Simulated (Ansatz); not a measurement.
This run works on a generated trial structure, not on a known crystal.

Input and command of a plane-wave DFT calculation in Ansatz:

```yaml
crystal:
  lattice:
    - [3.5659804486, 0.0, 0.0]
    - [-1.7829902243, 3.0882296579, 0.0]
    - [0.0, 0.0, 34.7841793]
  atoms:
    - { symbol: V, position: [0.0, 0.0, 0.0], spin: 1.09 }
    - { symbol: Te, position: [0.3333333333, 0.6666666667, 0.195867] }
    - { symbol: Te, position: [0.3333333333, 0.6666666667, 0.448132] }
    - { symbol: Te, position: [0.3333333333, 0.6666666667, 0.700397] }
    - { symbol: Te, position: [0.3333333333, 0.6666666667, 0.949329] }
    - { symbol: Te, position: [0.3333333333, 0.6666666667, 0.050671] }
    - { symbol: Te, position: [0.3333333333, 0.6666666667, 0.299603] }
    - { symbol: Te, position: [0.3333333333, 0.6666666667, 0.551868] }
    - { symbol: Te, position: [0.3333333333, 0.6666666667, 0.804133] }
    - { symbol: Mo, position: [0.0, 0.0, 0.247734] }
    - { symbol: Mo, position: [0.0, 0.0, 0.5] }
    - { symbol: Mo, position: [0.0, 0.0, 0.752266] }
basis:
  ecutwfc: 420
kpoints:
  mp_grid: { grid: [12, 12, 2] }
hamiltonian:
  xc: pbe
scf:
  occupations: { method: gaussian, width: 0.1 }
output:
  forces: true
  stress: true
  eigenvalues: true
  populations: true
  write_density: true
  write_potential: true
  elf: true
  volumetric_format: npy
magnetization:
  spin_polarized: true
relax:
  adjacent_minimum: "off"
  f_tol: 0.01
  max_steps: 80
  cell: { stress_tol: 0.05 }
```

```bash
ansatz run input.yaml --threads 4 --pin off --max-ram 8192MiB --backend cpu --events-out ev --progress --plain --runs-dir out
```

Processor: Arm Neoverse V1, 4 threads, on a host shared with other jobs.

How long does it run, and how much memory does it take?

About 6.9 min, peak memory 2.6 GiB. It solves 111 bands at 38 k points (after reduction by symmetry) with about 7383 plane waves (on the last cell), in 32 SCF iterations over 2 ionic steps.
